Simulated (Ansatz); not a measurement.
## LiNbO₂: how the axes shrink under pressure

LiNbO₂, P6_3/mmc, a = 2.903 Å, c = 10.435 Å. The structure is a COD entry; whether it is the stable form wasn't checked. Ansatz: r2SCAN, PAW, 500 eV, Γ-centred 12×12×4 mesh on 8 atoms, Gaussian smearing 0.02 eV; no spin polarisation. Cell and atoms are relaxed at each pressure, and no other structure is tried, so the rows at high pressure may lie past a change of phase. y = 100 ln(c/c0) with c0 = 10.4353 Å, so nearly a change in per cent. The pressures are the targets, met within 0.04 GPa.

| P (GPa) | y | 100 ln(a/a0) |
| --- | --- | --- |
| -3.0 | ? | ? |
| 0.0 | 0.00 | 0.00 |
| 3.0 | -0.95 | -0.44 |
| 8.0 | -2.36 | -1.10 |
| 15.0 | -4.07 | -1.92 |
| 30.0 | -7.02 | -3.41 |

Q: Fit y = c1 P + c2 P² to the other rows, give the linear compressibility along c, and predict the missing y.

A: Least squares on the rows shown. y = −0.3131 P + 0.002642 P². The linear compressibility along c is −c1/100 = 3.13 per TPa, against 1.44 along a from the same fit to the last column (its missing entry is 0.46): the crystal is softer along c at low pressure. The runs next to zero pressure give 3.34 and 1.51, so a parabola over the whole range misstates the start. With a term in P³ added, the coefficient of P becomes -0.3283, 5 % more, which shows how far this figure hangs on the form. At P = -3.0 the fit asked for gives 0.96. The run gave 1.04, so the fit is 0.08 too low, 0.99 % of the span of the series, against an rms of 0.03 on the fitted rows. The row lies outside the fitted range. With a term in P³ added, a fit to the same known rows predicts 1.03, so most of the miss is curvature that the known rows already hold.